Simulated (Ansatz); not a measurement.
A relaxed cell of KTaO$_{3}$ (Pm-3m (No. 221)), relaxed on a k-mesh at least as fine as the one used below. Method: r2SCAN (plane waves to 500 eV, PAW, scalar-relativistic; Ansatz, an electronic-structure program). Γ-centred k-mesh 8×8×8 on the run's cell, Fermi–Dirac smearing 0.05 eV.

```
CELL_PARAMETERS angstrom
      3.99012     0.00000     0.00000
      0.00000     3.99012     0.00000
      0.00000     0.00000     3.99012
ATOMIC_POSITIONS crystal
  K  0.00000 0.00000 0.00000
  Ta 0.50000 0.50000 0.50000
  O  0.00000 0.50000 0.50000
  O  0.50000 0.50000 0.00000
  O  0.50000 0.00000 0.50000
```

The atoms are displaced by (Å):

| atom | ux | uy | uz |
|---|---|---|---|
| K1 | 0.025 | 0.100 | 0.003 |
| Ta2 | -0.074 | -0.104 | 0.046 |
| O3 | -0.118 | -0.060 | -0.141 |
| O4 | 0.043 | -0.023 | 0.071 |
| O5 | -0.120 | 0.000 | 0.067 |

Q: What forces (eV/Å) and pressure result?

A: 
| atom | Fx | Fy | Fz |
|---|---|---|---|
| K1 | -0.44 | -0.76 | 0.10 |
| Ta2 | 0.32 | 0.70 | -0.14 |
| O3 | 0.97 | 0.37 | 1.17 |
| O4 | -0.83 | 0.20 | -1.26 |
| O5 | -0.02 | -0.51 | 0.12 |

Pressure +1.4 GPa.

Q: Estimate the energy cost of the displacement in the harmonic approximation and compare with the calculation.

A: For a harmonic well ΔE = −½ Σ F·u = 0.306 eV a cell, or 61 meV/atom. The calculated energy relative to the undisplaced cell is +0.058 eV/atom, so the harmonic estimate holds well.

No spin polarisation in the result.

The run that gave the undisplaced cell could not lose the symmetry of its start.
